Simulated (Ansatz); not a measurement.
BeSe:
```yaml
crystal:
  lattice:
    - [3.65031, 0.00000, 0.00000]
    - [-1.82515, 3.16126, 0.00000]
    - [0.00000, 0.00000, 6.01901]
  atoms:
    - { symbol: Be, position: [0.33333, 0.66667, 0.99949] }
    - { symbol: Se, position: [0.66667, 0.33333, 0.12551] }
    - { symbol: Be, position: [0.66667, 0.33333, 0.49949] }
    - { symbol: Se, position: [0.33333, 0.66667, 0.62551] }
```

Relaxed with PBE. Special points in fractions of this cell's reciprocal vectors: Γ (0.000, 0.000, 0.000); M (0.500, 0.000, 0.000); K (0.333, 0.333, 0.000); A (0.000, 0.000, 0.500); L (0.500, 0.000, 0.500); H (0.333, 0.333, 0.500).

**Question.** List the band energies nearest the valence-band maximum at these points for PBE in the plane-wave PAW code Ansatz.

**Answer.** In eV from the valence-band maximum; about four levels below and three above (degenerate sets whole), none deeper than 8.9 eV; points with the same levels are listed once.

```tsv
k	below	above
Γ	-1.15 -1.15 -0.16 0.00 0.00	3.96 4.16 4.80 4.80
M	-3.76 -2.64 -2.27 -1.13	3.39 4.75 5.52
K	-4.21 -4.21 -2.92 -2.92 -2.87	3.33 7.66 7.66
A	-0.64 -0.64 -0.64 -0.64	4.37 4.37 5.61 5.61 5.61 5.61
L	-2.00 -2.00 -2.00 -2.00	3.45 3.45 4.95 4.95
H	-3.93 -3.93 -1.62 -1.62	4.54 4.54 6.16 6.16
```

Space group P6_3mc (wurtzite). The start of the workflow was typed in or built on a structure type; neither database checked (COD, Materials Project) lists it. COD files the formula under space group No. 216, so this cell is another polymorph or a model. Whether it is the stable phase at ambient conditions was not checked. Symmetry was held in the PBE relaxation; whether a distortion lowers the energy is not shown. Spin–orbit coupling is left out wherever it is not named.

Potentials: the earlier of the program's two PAW sets.
